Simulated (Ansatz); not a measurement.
### Question
Each is relaxed and computed with LDA in the plane-wave PAW code Ansatz. Which is the only one with a gap?
A) HfSi2, Cmcm (Si on 4c, Si on 4c, Hf on 4c)
B) TiSi2, Cmcm (Si on 4c, Si on 4c, Ti on 4c)
C) CsNaTiO3, Cmcm (Pearson symbol oS24)
D) ZrSi, Cmcm (Si on 4c, Zr on 4c)

### Answer
C, CsNaTiO3, Cmcm (Pearson symbol oS24). CsNaTiO3: gap 3.41 eV (indirect); TiSi2: metal; HfSi2: metal; ZrSi: metal. Built on a structure type that need not be the filed one of that space group: ZrSi, Cmcm (Si on 4c, Zr on 4c). Standing as an ambient phase not checked: CsNaTiO3, Cmcm (Pearson symbol oS24); ZrSi, Cmcm (Si on 4c, Zr on 4c). All cells were relaxed under the symmetry of their starts (and spin orders); stability against distortions was not tested throughout. Rows with no word on spin ran without spin polarisation. Scalar-relativistic: spin–orbit coupling is off unless named, which matters more the heavier the elements.

Potentials: the later of the program's two PAW sets.
